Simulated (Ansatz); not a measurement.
HfO₂:
```
CELL_PARAMETERS angstrom
      4.83987     0.00000     0.00000
      0.00000     4.83987     0.00000
      0.00000     0.00000     3.22453
ATOMIC_POSITIONS crystal
  Hf 0.00000 0.00000 0.00000
  Hf 0.50000 0.50000 0.50000
  O  0.19448 0.80552 0.50000
  O  0.80552 0.19448 0.50000
  O  0.69448 0.69448 0.00000
  O  0.30552 0.30552 0.00000
```

Relaxed with HSE06. Special points in fractions of this cell's reciprocal vectors: Γ (0.000, 0.000, 0.000); X (0.000, 0.500, 0.000); M (0.500, 0.500, 0.000); Z (0.000, 0.000, 0.500); R (0.000, 0.500, 0.500); A (0.500, 0.500, 0.500).

List the band energies nearest the valence-band maximum at these points for DFT-HSE06 in the program Ansatz with PAW potentials.

In eV from the valence-band maximum; about four levels below and three above (degenerate sets whole), none deeper than 8.9 eV; points with the same levels are listed once.

| k | below | above |
|---|---|---|
| Γ | -0.69 -0.42 -0.42 0.00 | 5.65 5.81 7.02 |
| X | -1.46 -1.46 -0.68 -0.68 | 6.35 6.35 8.02 8.02 |
| M | -1.15 -1.15 -0.79 -0.79 | 5.92 5.92 7.43 7.43 |
| Z | -2.13 -2.13 -2.13 -2.13 -1.03 -1.03 | 7.34 7.34 7.84 7.84 |
| R | -1.84 -1.84 -0.93 -0.93 | 5.87 5.87 8.13 8.13 |
| A | -1.11 -1.11 -0.51 -0.51 | 6.86 6.86 7.62 7.62 |

Space group P4_2/mnm (rutile). The workflow started from a Materials Project entry (that database holds measured and hypothetical structures alike); the Crystallography Open Database copy checked does not list it. It is not the phase usual at ambient conditions (space group No. 14, 29). The cell was relaxed with HSE06 under the symmetry of its start; its stability against distortions is not shown here. The run is not spin-polarised. The hybrid was solved on a coarse mesh, the path and, where they were found, the r²SCAN edge points; its band edges are the extreme levels among these. Scalar-relativistic: spin–orbit coupling is off unless named, which matters more the heavier the elements.

Potentials: the earlier of the program's two PAW sets.
